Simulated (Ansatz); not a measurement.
**Sc$_{3}$Al: moving Al off its site**

Sc$_{3}$Al, Pm-3m, a = 4.375 Å. The structure is a Materials Project entry; whether it is the stable form wasn't checked. Ansatz: PBEsol, PAW, 420 eV, Γ-centred 12×12×12 mesh on 4 atoms, Gaussian smearing 0.15 eV; no spin polarisation.

```yaml
crystal:
  lattice:
    - [4.37479, 0.00000, 0.00000]
    - [0.00000, 4.37479, 0.00000]
    - [0.00000, 0.00000, 4.37479]
  atoms:
    - { symbol: Sc, position: [0.50000, 0.00000, 0.50000] }
    - { symbol: Sc, position: [0.00000, 0.50000, 0.50000] }
    - { symbol: Sc, position: [0.50000, 0.50000, 0.00000] }
    - { symbol: Al, position: [0.00000, 0.00000, 0.00000] }
```

Atom 4 (Al) moves by x along the unit vector (0.000, 0.000, 1.000), with its periodic images; all else is held. y is the free energy of the cell over the start, F the force along the path summed over the moved atoms. Symmetry makes y even in x.

```tsv
x (Å)	y (meV)	F (eV/Å)
-0.600	?	?
-0.200	90.3	0.91
0.000	0.0	0.00
0.100	22.4	-0.45
0.300	205.2	-1.39
0.400	369.5	-1.90
0.500	586.5	-2.44
```

Task: Fit y = c2 x² + c4 x⁴ to the energies of the other rows, give the force constant, and predict energy and force of the missing row.

Result: Least squares on the rows shown. y = 2243.0 x² + 412.54 x⁴. The force constant is 2 c2 = 4.49 eV/Å² (for all images moving together, not for a lone atom). The force −dy/dx at the missing row is 3.05 eV/Å (computed 3.01). At x = -0.600 the fit asked for gives 860.9 meV. The run gave 859.1 meV, so the fit is 1.8 meV too high, a small miss on the scale of the series.